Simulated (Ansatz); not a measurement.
InSb (zinc blende, space group No. 216) under volume change, DFT-r²SCAN in the program Ansatz with PAW potentials, scaled uniformly.

| V (Å³/atom) | E − E(relaxed) (meV/atom) | P (GPa) |
|---|---|---|
| 32.054 | 46.4 | 5.15 |
| 33.111 | 19.3 | 3.12 |
| 34.167 | 4.5 | 1.42 |
| 35.224 | 0.0 | 0.00 |
| 36.281 | 4.0 | -1.19 |
| 37.338 | 15.3 | -2.20 |
| 38.394 | 32.7 | -3.05 |

Problem. What does a third-order Birch–Murnaghan fit give for V₀, B₀ and B′?

Solution. V₀ = 35.22 Å³/atom, B₀ = 43.5 GPa, B′ = 4.8.

Space group F-43m (zinc blende). Symmetry was held in the r²SCAN relaxation; of distortions, only those at the zone centre were tested. Scalar-relativistic: spin–orbit coupling is off unless named, which matters more the heavier the elements.

Potentials: the later of the program's two PAW sets.
